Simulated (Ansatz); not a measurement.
Hf (hcp type), DFT, PBEsol, PAW with Ansatz's default frozen-core files, scalar-relativistic (Ansatz 0.2.0), on 1 thread of Intel(R) Xeon(R) Platinum 8488C (Sapphire Rapids) (shared host).

Command: `ansatz run input.yaml --threads 1 --pin off --max-ram 2048MiB --backend cpu --events-out ev --progress --plain --runs-dir out`

```yaml
crystal:
  lattice:
    - [3.0910972905, 0.0, 0.0]
    - [-1.5455486453, 2.6769687791, 0.0]
    - [0.0, 0.0, 4.909500262]
  atoms:
    - { symbol: Hf, position: [0.3333333333, 0.6666666667, 0.25] }
    - { symbol: Hf, position: [0.6666666667, 0.3333333333, 0.75] }
kpoints:
  mp_grid: { grid: [14, 14, 8] }
scf:
  occupations: { method: fermi_dirac, width: 0.08 }
hamiltonian:
  xc: pbesol
  pseudopotentials: { kind: paw }
output:
  forces: true
  stress: true
  eigenvalues: true
  populations: true
```

How large is the problem that the program sets up?

120 irreducible k-points, 773 plane waves at Γ, 32 bands.

About how long does it take?

5.1 s of wall time for 6 SCF iterations. Times on shared machines scatter by tens of per cent.
